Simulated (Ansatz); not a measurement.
SnSb (CsCl type, space group No. 221) at seven volumes, DFT-LDA in the program Ansatz with PAW potentials, scaled uniformly. One row is withheld.

```csv
V (Å³/atom),P (GPa)
23.195,7.68
23.960,?
24.725,2.04
25.489,-0.01
26.254,-1.70
27.019,-3.18
27.783,-4.45
```

Problem. Fit the shown pressures and predict the withheld one.

Solution. P = (3/2)B₀(x^(7/2) − x^(5/2))[1 + (3/4)(B′ − 4)(x − 1)] with x = (V₀/V)^(2/3). Least squares on the six rows gives V₀ = 25.486 Å³/atom, B₀ = 63.8 GPa, B′ = 5.15. At V = 23.960, x = 1.0420 and P = 4.62 GPa. The run itself gave 4.64 GPa.

Space group Pm-3m (CsCl type). The first step of the workflow began from a Materials Project structure, measured or hypothetical; the Crystallography Open Database copy checked does not list it. COD files the formula under space group No. 166, 225, so this cell is another polymorph or a model. Whether it is the stable phase at ambient conditions was not checked. Symmetry was held in the LDA relaxation; of distortions, only those at the zone centre were tested. Scalar-relativistic: spin–orbit coupling is off unless named, which matters more the heavier the elements.

Potentials: the later of the program's two PAW sets.
